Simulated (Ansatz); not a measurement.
Two inputs for MoS2 with Ta replacing Mo

Cell: a supercell of MoS2 (space group P6_3/mmc) built from a structure deposited in the COD, with the ions relaxed around the defect (PBE).

```cif
data_TaMo7S16
_symmetry_space_group_name_H-M 'P3m1'
_symmetry_Int_Tables_number 156
_cell_length_a 6.3380
_cell_length_b 6.3380
_cell_length_c 12.3240
_cell_angle_alpha 90.000
_cell_angle_beta 90.000
_cell_angle_gamma 120.000
loop_
_atom_site_label
_atom_site_type_symbol
_atom_site_symmetry_multiplicity
_atom_site_Wyckoff_symbol
_atom_site_fract_x
_atom_site_fract_y
_atom_site_fract_z
Ta Ta 1 a 0.0000 0.0000 0.2504
Mo2 Mo 3 d 0.0008 0.5004 0.2504
Mo5 Mo 3 d 0.1668 0.8334 0.7501
Mo8 Mo 1 c 0.6668 0.3334 0.7501
S9 S 1 a 0.0001 0.0001 0.6234
S10 S 3 d 0.0002 0.5001 0.6234
S13 S 3 d 0.1690 0.8313 0.1229
S16 S 1 c 0.6668 0.3335 0.1247
S17 S 1 a 0.0001 0.0001 0.8767
S18 S 3 d 0.0002 0.5001 0.8768
S21 S 3 d 0.1689 0.8313 0.3779
S24 S 1 c 0.6668 0.3335 0.3761
```

One atom of each set is listed.

Reference run. All values are calculated (Ansatz; DFT, PBE, plane waves and PAW, scalar-relativistic, collinear spin, 420 eV cutoff, Γ-centred 4×4×2 k-points, Fermi–Dirac smearing 0.01 eV), not measured. Start moments as typed (μB): 1 on each Ta, none on the rest.

Task: The input is changed as follows: `scf.occupations.width`: 0.01 → not typed; `scf.occupations.method`: fermi_dirac → tetrahedron; `hamiltonian.pseudopotentials`: {kind: paw} → {kind: paw, source: ansatz}. What happens to V_zz (10²¹ V/m²) and η?

Result: 

| site | V_zz reference | η reference | V_zz changed | η changed |
| --- | --- | --- | --- | --- |
| Ta | -16.80 | 0.00 | -16.64 | 0.00 |
| Mo2 | -5.32 | 0.71 | -5.94 | 0.64 |
| Mo5 | -7.42 | 0.00 | -7.64 | 0.00 |
| Mo8 | -7.22 | 0.00 | -7.44 | 0.00 |
| S9 | -5.17 | 0.00 | -5.24 | 0.00 |
| S10 | -4.94 | 0.00 | -5.01 | 0.00 |
| S13 | -4.86 | 0.72 | -5.01 | 0.71 |
| S16 | -4.91 | 0.00 | -5.07 | 0.00 |
| S17 | -5.18 | 0.00 | -5.25 | 0.00 |
| S18 | -4.96 | 0.00 | -5.02 | 0.00 |
| S21 | -4.85 | 0.72 | -5.00 | 0.71 |
| S24 | -4.90 | 0.00 | -5.05 | 0.00 |

The largest change of V_zz is on Mo2, from -5.32 to -5.94. In per cent, |V_zz| changes by -1 on Ta, +3 to +12 on Mo, +1 to +3 on S (all sites that start above 2). The cutoff that the program takes moves with it, from 420 to 520 eV. The changed run reads another set of PAW files, with 221 valence electrons a neutral cell instead of 207. New warnings: band table not solved further, stability check not made, tetrahedron derivatives may miss energy slope.

On the reference run: The defect repeats with the cell of 24 atoms, so it feels its images: sites between two images don't show the values beside a lone defect, and zeros or small values of η there can come from the images' arrangement. Mo and S carry a gradient in the pure host already, so the values there aren't the defect's effect alone. The centre was started off its lattice site, so that it could distort. The defect cell has no gap above 0.1 eV on its mesh, so the values can hang on the smearing and the k-mesh. Without spin–orbit coupling the gradients at and beside Ta can be off by some per cent, at some sites by more. With these PAW files V_zz is typically within 2 to 3 % of all-electron values, but misses above 10 % occur on Ta. The start moments die out, and the run ends without spin.
